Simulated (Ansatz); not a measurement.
Crystals of one structure type (zinc blende) and one family of elements, relaxed and computed with PBE in the plane-wave PAW code Ansatz.

```
crystal  V (Å³/atom)  B₀ by P(V) fit (GPa)
-------  -----------  --------------------
ZnS            20.16                  69.5
ZnSe           23.55                     ?
CdS            26.02                  53.4
CdSe           29.74                  44.7
CdTe           36.24                  35.1
```

Task: Fit a straight line to ln B₀ against ln V and predict the withheld value.

Result: Least squares on the 4 shown rows: ln B₀ = -1.17 × ln V + (7.769), with a scatter of 1 %. For ZnSe this gives 58.7. The run itself gave 56.6, outside the scatter: the line misses something about this case.

All cells were relaxed under the symmetry of their starts (and spin orders); stability against distortions was not tested throughout. Scalar-relativistic: spin–orbit coupling is off unless named, which matters more the heavier the elements.

Potentials: the later of the program's two PAW sets.
